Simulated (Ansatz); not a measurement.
An element in the sc structure gives these cold pressures by all-electron LAPW under PBEsol (Ansatz 0.2.0, scalar-relativistic, no spin polarisation).

```
V (Å³/atom)  P (GPa)
      94.07    -0.01
      82.78     0.36
      73.38     0.88
      63.97     1.77
      54.56     3.19
      47.04     4.76
      40.45     6.85
```

(1) Which element is it?

## Answers

(1) Rb. Its zero-pressure volume in this structure is near 94.1 Å³/atom; the volume and the steepness of P(V) together point to it, though neighbours can come close. Neighbours weren't tried against these numbers.
